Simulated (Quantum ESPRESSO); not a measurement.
Simulation results for Mg3Se4S (made-up cell)

Calculation on a made-up crystal cell, not a measurement: periodic Kohn-Sham density functional theory in plane waves with PseudoDojo standard norm-conserving scalar-relativistic pseudopotentials, each functional with its own files (v0.5 for PBE, v0.4.1 for LDA and PBEsol), no spin polarisation, no spin-orbit coupling, atoms not relaxed, stress positive in tension, energies less a fixed whole-eV offset for each atom's element; levels are Kohn-Sham levels at fractions of this cell's reciprocal vectors, counted from the reference band (half the neutral cell's valence electrons, rounded up) at Gamma; error bars cover cutoff and k-mesh only, not smearing or the files; added strain carries the atoms with the cell, and shear is the tensor component; each bar is the largest change over components, and at least 0.002 eV, 0.002 eV per angstrom or 0.02 GPa; energies are for the whole cell, and the offsets were chosen from early runs and are not element reference energies. Program: Quantum ESPRESSO 7.5.

### Mg3Se4S (made-up cell)

```
Mg3Se4S
1.0
      5.8514     0.0000     0.0000
      0.0000     5.8514     0.0000
      0.0000     0.0000     5.8514
Se Mg Se S Se
1 3 2 1 1
Direct
  0.00530 -0.01080 0.02316
  -0.00675 0.49885 0.48551
  0.51692 -0.01251 0.52967
  0.51343 0.48023 -0.02088
  0.25401 0.23543 0.25638
  0.26616 0.74110 0.73893
  0.76378 0.25896 0.73499
  0.75144 0.75922 0.23682
```

* lattice type: zincblende/diamond
* functional: pbe
* cutoff: 1170 eV
* fermi dirac smearing: 0.1 eV
* scf tolerance: 1e-07 eV
* electrons removed: 0
* k mesh: 6 x 6 x 6, shifted by half a step
* free energy less offsets: 3.759 eV
* smearing term minus ts: -0.0809 eV
* scf iterations: 11
* pressure: 5.619 GPa
* stress xx: -5.389 GPa
* stress yy: -5.337 GPa
* stress zz: -6.131 GPa
* stress yz: 1.069 GPa
* stress xz: 0.847 GPa
* stress xy: 0.6559 GPa
* fermi level: 0.6452 eV
* reference band: 50
* error bar energy: 0.002638 eV
* error bar stress: 0.02 GPa
* error bar force: 0.01011 eV/Å
* error bar next band up: 0.002 eV
* error bar fermi level: 0.002 eV
* error bars from: tighter rerun of a related cell

Atoms:
| atoms element | atom site | atom energy offset (eV) |
| --- | --- | --- |
| Se | 1 | -3300 |
| Mg | 2 | -1617 |
| Mg | 3 | -1617 |
| Mg | 4 | -1617 |
| Se | 5 | -3300 |
| Se | 6 | -3300 |
| S | 7 | -302 |
| Se | 8 | -3300 |

Forces:
| site | x (eV/Å) | y (eV/Å) | z (eV/Å) |
| --- | --- | --- | --- |
| 1 | 0.3702 | 0.05323 | 0.7216 |
| 2 | 0.08959 | -0.0931 | 0.3269 |
| 3 | 0.4678 | 0.9293 | -0.4531 |
| 4 | 0.01606 | -0.1774 | -0.02483 |
| 5 | 0.9096 | 0.6962 | 0.3501 |
| 6 | -0.06747 | -1.085 | -0.6021 |
| 7 | -0.7866 | 0.5565 | -0.9721 |
| 8 | -0.9991 | -0.8802 | 0.6535 |

Levels:
| level k point | next band up (eV) |
| --- | --- |
| Gamma | 0.3864 |
| (1/2,1/2,1/2) | 0.9112 |
| (0.15,0,0) | 0.5989 |
| (0,0.15,0) | 0.5729 |
| (0,0,0.15) | 0.4152 |
